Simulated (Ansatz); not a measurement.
# TiIn2Au: settings compared (Ansatz)

Input:

```yaml
crystal:
  lattice:
    - [4.39095, 0.0, 0.0]
    - [2.195475, -5.184999, 0.0]
    - [0.0, 0.0, -7.068107]
  atoms:
    - { symbol: In, position: [0.36364, 0.27272, 0.94763] }
    - { symbol: In, position: [0.63636, 0.72728, 0.44763] }
    - { symbol: In, position: [0.63636, 0.72728, 0.05237] }
    - { symbol: In, position: [0.36364, 0.27272, 0.55237] }
    - { symbol: Au, position: [0.78946, 0.42108, 0.75] }
    - { symbol: Au, position: [0.21054, 0.57892, 0.25] }
    - { symbol: Ti, position: [0.07593, 0.84814, 0.75] }
    - { symbol: Ti, position: [0.92407, 0.15186, 0.25] }
  symmetry: { tolerance: 0.0003 }
kpoints:
  mp_grid: { grid: [5, 5, 3], shift: [0, 0, 0] }
magnetization:
  spin_polarized: false
scf:
  occupations: { method: fermi_dirac }
hamiltonian:
  pseudopotentials: { kind: paw }
  xc: pbe
basis:
  ecutwfc: 420
output:
  forces: true
  stress: true
  eigenvalues: true
```

Run with:

```bash
ansatz run input.yaml --threads 1 --pin off --max-ram 2560MiB --backend cpu --events-out ev --progress --plain --runs-dir out
```

Origin of the cell: a known structure type with other elements, at an estimated volume, so it need not be a known compound.

The smearing width isn't typed, so it takes its default of 0.1 eV.

Output of this run (shortened):

```
Pseudopotentials: kind: paw
Pseudopotential: In, paw, valence charge 13, recommended cutoff 420 eV (normal), In.paw.azcp
Pseudopotential: Au, paw, valence charge 19, recommended cutoff 420 eV (normal), Au.paw.azcp
Pseudopotential: Ti, paw, valence charge 12, recommended cutoff 420 eV (normal), Ti.paw.azcp
Functional definition: PBE
  exchange = pbe_x(kappa = kappa, mu = beta*pi^2/3)
  correlation = pbe_c(beta = beta)
Crystal: 8 atoms, lattice volume = 160.920 Å³
Basis set: ecut = 420 eV, 3145 PW (Γ), exchange–correlation on 60×80×96 points (8 copies of the dense FFT grid, shifted against one another)
Bands: 69, of which v1, the nominal top of the filled ones, is band 57 counted from 1 (56 counted from 0)
Symmetry: 8 space group operations
Space group: Cmcm (ITA 63), of the structure as read, at distance tolerance 1.6e-3 Å
[… 7 lines left out …]
Initial density: superposition of atomic densities (neutral atoms: chi_scale 0, normalization atom), corrected by the library's trained network
Functional: x = pbe(κ = 0.804, μ = 0.219515), c = pbe(β = 0.066725)
SCF iter   1: F=—  HF=-53688.928333 eV  Δρ=3.49e-3  dr2=1.21e-2
SCF iter   2: F=—  HF=-53688.928365 eV  Δρ=1.62e-3  dr2=3.00e-3
SCF iter   3: F=—  HF=-53688.928458 eV  Δρ=5.53e-4  dr2=5.01e-4
SCF iter   4: F=—  HF=-53688.928434 eV  Δρ=1.19e-4  dr2=4.39e-5
SCF iter   5: F=—  HF=-53688.928476 eV  Δρ=4.24e-5  dr2=4.74e-6
SCF iter   6: F=—  HF=-53688.928475 eV  Δρ=8.33e-6  dr2=1.84e-7
SCF iter   7: F=-53688.928475 eV  HF=-53688.928475 eV  Δρ=2.31e-6  dr2=1.09e-8
SCF 1 converged in 7 iterations: F = -53688.928475 eV  dr2 = 1.09e-8
SCF converged after 7 iterations
Free energy (F): -53688.928475 eV
Harris-Foulkes:  -53688.928475 eV  (|F-HF|=4.94e-9)
Internal energy: -53688.624666 eV  (E = F + TS)
E sigma→0 (E₀):  -53688.776571 eV
Entropy (-TS):   -0.303810 eV (-37.976 meV/atom)
Fermi energy:    14.608833 eV
--- Per-component energies (eV) ---
  E_band       = -886.915135
  E_kinetic    = 2731.053356
  E_local      = -10447.262613  (includes V_loc(G=0)·N_el)
  E_nonlocal   = 1631.216821
  E_hartree    = 4337.296273
  E_xc         = -1516.212394
  E_vxc        = -1197.640666  (∫ρ·V_xc dr)
  E_paw        = -38128.434636  (= ΣΔE_a)
  E_vpaw       = -2278.879357  (= ΣTr[D̂ρ^β])
  E_aug_tail   = 0.003156  (compensation charges beyond the density's cutoff)
  E_ewald      = -12296.284629
  E_smearing   = -0.303810  (= −TS)
  Σ components = -53688.928475   (vs F -53688.928475, Δ=0.00e0)
--- Forces (eV/Å), atoms counted from 1 ---
  atom   1  In     0.000000     1.331736    -0.880914
  atom   2  In     0.000000    -1.331736    -0.880914
  atom   3  In    -0.000000    -1.331736     0.880914
  atom   4  In    -0.000000     1.331736     0.880914
  atom   5  Au     0.000000     0.217769    -0.000000
  atom   6  Au    -0.000000    -0.217769     0.000000
  atom   7  Ti    -0.000000    -0.234994     0.000000
  atom   8  Ti     0.000000     0.234994    -0.000000
  max |Σ_I F_I| component: 3.33e-16 eV/Å
--- Stress (GPa, compression-positive) ---
        4.609562       0.000000      -0.000000
        0.000000       3.506669      -0.000000
       -0.000000      -0.000000      10.713759
  P = ⅓ Tr σ = 6.2767 GPa (62.767 kbar)
```

The same input was run again with these changes:

1. `scf.lower_state_search` default → "off"
2. `accuracy` default → low
3. `basis.xc_grid` default → 4
4. `hamiltonian.xc` pbe → pbesol; `scf.initial_density.chi_scale` default → 0.0

| run | end | SCF iterations | P (GPa) | max force component (eV/Å) | moment (μB) | ΔE(σ→0) (meV/atom) |
| --- | --- | --- | --- | --- | --- | --- |
| base | converged | 7 | 6.28 | 1.332 | – | 0 |
| 1 | converged | 7 | 6.28 | 1.332 | – | 0.00 |
| 2 | converged | 7 | 6.28 | 1.332 | – | 0.00 |
| 3 | converged | 7 | 6.28 | 1.332 | – | 0.00 |
| 4 | converged | 9 | 1.26 | 1.188 | – | – |

Energies are compared only where functional, datasets, charge and starting cell are the same.

Caveats of the base run: no moments, though an odd count or open d shells may carry them; no spin-orbit coupling, though heavy elements are present; the k mesh is coarse if the cell is a metal.

Time of the base run: 5.5 s of wall time on 1 CPU thread(s) of a shared host, from the program's own first density.
